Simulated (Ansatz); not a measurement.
# TiC: where the heat goes in a short trajectory

Theory: Ansatz, DFT PBEsol, scalar-relativistic, plane waves, PAW. The runs took a 420 eV cutoff, a shifted (0.5, 0.5, 0.5 steps) 2×2×2 mesh and Fermi–Dirac smearing (0.05 eV). The mesh is coarse. No spin polarisation.

16 atoms start on the lattice sites below (V = 162.1 Å³, 1.00 times the source cell's; static pressure -5.98 GPa, largest force component 0.00 eV/Å) with velocities drawn for 200 K; constant energy, fixed cell, 89 steps of 2 fs.

```xyz
16
Lattice="-4.3280 4.3280 0.0000 -4.3280 0.0000 4.3280 0.0000 4.3280 4.3280" Properties=species:S:1:pos:R:3 pbc="T T T"
Ti    0.0000    0.0000    0.0000
Ti   -2.1640    2.1640    0.0000
Ti   -2.1640    0.0000    2.1640
Ti    0.0000    2.1640    2.1640
Ti   -4.3280    2.1640    2.1640
Ti   -2.1640    4.3280    2.1640
Ti   -2.1640    2.1640    4.3280
Ti   -4.3280    4.3280    4.3280
C    -6.4920    6.4920    6.4920
C    -4.3280    4.3280    6.4920
C    -4.3280    6.4920    4.3280
C    -6.4920    4.3280    4.3280
C    -2.1640    4.3280    4.3280
C    -4.3280    2.1640    4.3280
C    -4.3280    4.3280    2.1640
C    -2.1640    2.1640    2.1640
```

| t (fs) | T (K) | kinetic energy (meV/atom) | potential energy over the first frame (meV/atom) | P with the kinetic part (GPa) |
| --- | --- | --- | --- | --- |
| 0.0 | 200 | 24.2 | 0.0 | -5.71 |
| 12.0 | 58 | 7.0 | 17.4 | -5.28 |
| 24.0 | 82 | 10.0 | 14.3 | -5.23 |
| 36.0 | 96 | 11.6 | 12.7 | -5.20 |
| 48.0 | 115 | 14.0 | 10.4 | -5.35 |
| 60.0 | 118 | 14.3 | 10.0 | -5.37 |
| 72.0 | 66 | 8.0 | 16.3 | -5.12 |
| 84.0 | 131 | 15.9 | 8.5 | -5.38 |
| 96.0 | 87 | 10.5 | 13.8 | -5.15 |
| 108.0 | 94 | 11.3 | 13.0 | -5.17 |
| 120.0 | 104 | 12.6 | 11.7 | -5.37 |
| 132.0 | 85 | 10.3 | 14.1 | -5.35 |
| 144.0 | 146 | 17.7 | 6.6 | -5.47 |
| 156.0 | 86 | 10.4 | 13.9 | -5.27 |
| 168.0 | 65 | 7.9 | 16.5 | -5.11 |

T counts 3N − 3 degrees of freedom. Means over every step of the second half, not only the rows shown: T = 96 K, kinetic energy 11.6 meV/atom, potential energy 12.7 meV/atom, P = -5.27 GPa.

Q: Does the potential energy follow equipartition for harmonic vibrations?

A: In a harmonic crystal each vibration holds as much potential as kinetic energy on average, here 11.6 meV/atom. The run has 12.7, a ratio of 1.10. That is near one, as for a crystal vibrating about its sites. At constant energy a start from the lattice sites hands about half of the kinetic energy to the potential, so T should settle near 100 K. So short a run gives a rough mean.

Q: Split the rise of pressure into the kinetic part and the rest. Can a thermal Grüneisen parameter be estimated?

A: The program counts the kinetic part as N k_B T/V = 0.13 GPa. The pressure lies 0.71 GPa over the static one in all, so the forces add 0.58 GPa. For a harmonic mode with ω ∝ V^(−γ) and an amplitude that scales with the cell, the forces add (2γ − 2/3)U/V, which needs no equipartition; when U equals the kinetic energy K, this and the kinetic part 2K/(3V) sum to the Mie–Grüneisen γE_th/V. With U = N × 12.7 meV, γ = 1/3 + V ΔP_forces/(2U) = 1.77, for harmonic vibrations a mean over the modes weighted by their potential energy, for uniform scaling of the cell (in a layered or otherwise anisotropic crystal this differs from γ under hydrostatic pressure). Most solids fall between 1 and 3, and tetrahedral, framework and layered ones often lower; anharmonic motion and pressure swings in a cell of 16 atoms make this value uncertain by tenths or more.

Cost: 1 run of about 5.4 core-minutes (earlier runs that led there not counted), on AMD EPYC 7R43 (Zen 3) (shared hosts).